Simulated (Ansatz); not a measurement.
One crystal and one scan (scan of one atom of the cell) at two levels, PBEsol-D3(BJ) (plane waves to 420 eV, PAW, scalar-relativistic; Ansatz, a quantum-chemistry and plane-wave program) and PBE-D3(BJ) (plane waves to 420 eV, PAW, scalar-relativistic; Ansatz), each from its own relaxed cell and on its own mesh. The cell shown is that of PBEsol-D3(BJ).

Starting cell, As (A7 type, space group R-3m):

```
CELL_PARAMETERS angstrom
      1.87288     1.08131     3.25124
     -1.87288     1.08131     3.25124
      0.00000    -2.16262     3.25124
ATOMIC_POSITIONS crystal
  As 0.23276 0.23276 0.23276
  As 0.76724 0.76724 0.76724
```

In each cell atom 2 (As, nearest neighbour As at 2.518 Å; its periodic images, 3.7 Å or more away, move with it) moves by s·(0.000, 0.000, 1.000) (along Cartesian z), the rest being held.

E stands for the smeared free energy. As was relaxed with its symmetry unable to fall. The PAW data are Ansatz's earlier set. With partly filled bands, energies and forces of such displacements shift with the k mesh and the smearing. Percentages come from the unrounded values. Both scans cover s from -0.250 to 0.250 Å.

Results of PBEsol-D3(BJ):

- Lattice constant a (Å) = 3.746
- Lattice constant c (Å) = 9.75
- Relaxed volume (Å³/atom) = 19.75
- Energy at s = 0.250 Å (meV/cell) = 260
- Force along the line at s = -0.250 Å (eV/Å) = 0.504
- Force constant k = d²E/ds² at s = 0 (finite differences) (eV/Å²) = 7.29
- Zone-centre optical wavenumber from k (cm⁻¹) = 230
- Symmetry of the curve = not even: the positive side lies higher at ±0.250 Å
- Shape of the curve = a single well with its minimum at or next to zero displacement

Q: What does PBE-D3(BJ) give for the same quantities?

A: 
```csv
quantity,PBE-D3(BJ),PBEsol-D3(BJ) − PBE-D3(BJ)
Lattice constant a (Å),3.784,-0.038 (-1.0 %)
Lattice constant c (Å),10.11,-0.36 (-3.5 %)
Relaxed volume (Å³/atom),20.89,-1.14 (-5.4 %)
Energy at s = 0.250 Å (meV/cell),268,-8 (-3 %)
Force along the line at s = -0.250 Å (eV/Å),0.914,-0.410 (-45 %)
Force constant k = d²E/ds² at s = 0 (finite differences) (eV/Å²),7.91,-0.62 (-7.8 %)
Zone-centre optical wavenumber from k (cm⁻¹),240,-10 (-4 %)
```

PBEsol-D3(BJ) gives the lower value for: lattice constant a; lattice constant c; relaxed volume; energy at s = 0.250 Å; force along the line at s = -0.250 Å; force constant k = d²E/ds² at s = 0; zone-centre optical wavenumber from k. Both give the same symmetry of the curve: not even: the positive side lies higher at ±0.250 Å. Neither level is exact: the differences show how much the result hangs on the functional.

(A displaced cell: forces are minus the slopes of the energy, force constants its curvatures, and phonons follow from these.)
